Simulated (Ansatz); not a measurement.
GaBi:
```xyz
2
Lattice="2.1203 1.2241 3.4645 -2.1203 1.2241 3.4645 0.0000 -2.4483 3.4645" Properties=species:S:1:pos:R:3 pbc="T T T"
Ga     0.0000     0.0000     0.0000
Bi     0.0000     0.0000     5.1967
```

This is the PBE-relaxed structure.

Task: All from the program Ansatz at the PBE level (PAW), unless another level is named. Give the formation energy from the elements (no fitted shifts).

Result: 0.12 eV/atom.

Task: Predict the density of states at the Fermi level.

Result: 0.60 states/eV per atom (mean over ±0.08 eV).

Space group Fm-3m (rock salt). A made-up cell: these elements were put on the sites of a structure type; neither database checked (COD, Materials Project) lists it. Whether it is the stable phase at ambient conditions was not checked. Symmetry was held in the PBE relaxation; whether a distortion lowers the energy is not shown. The references are the lowest solids computed at this level, not always the standard phases. Scalar-relativistic: spin–orbit coupling is off unless named, which matters more the heavier the elements.

Potentials: the later of the program's two PAW sets.
